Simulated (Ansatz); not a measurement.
# Is this LiAl5 structure stable?

The cell was found from a structure generator's guess, not taken from experiment.

Computed with DFT PBE, scalar-relativistic, plane waves, PAW (Ansatz 0.2.0). Cutoff 420 eV, Γ-centred 12×12×4 mesh (6-atom cell), Gaussian smearing of 0.10 eV, no spin polarisation.

Space group P4/mmm (No. 123). a = 2.868 Å, b = 2.868 Å, c = 12.140 Å, α = 90.00°, β = 90.00°, γ = 90.00°
| atom | site | symmetry | x | y | z |
| --- | --- | --- | --- | --- | --- |
| Li | 1a | 4/mmm | 0.0000 | 0.0000 | 0.0000 |
| Al | 2h | 4mm | 0.5000 | 0.5000 | 0.8284 |
| Al | 2g | 4mm | 0.0000 | 0.0000 | 0.6646 |
| Al | 1d | 4/mmm | 0.5000 | 0.5000 | 0.5000 |

The zero of energy is the elements' standard structures at the same level; no fitted shifts are applied.

Q: These tests were run: energy against the elements; phonons at Γ; elastic tensor. What do they show?

A:

```json
{"test": "energy against the elements", "result": "−0.04 eV/atom"}
{"test": "phonons at Γ", "result": "lowest optical mode 93 cm⁻¹"}
{"test": "elastic tensor", "result": "least eigenvalue 25 GPa"}
```

It fails none of these tests. Other phases of the system weren't compared here, so this isn't yet thermodynamic stability. Phonons away from Γ weren't computed.

The run for the phonons used a 12×12×4 k mesh and Fermi–Dirac smearing of 0.15 eV. The run for the elastic tensor used a 12×12×4 k mesh and Fermi–Dirac smearing of 0.15 eV.
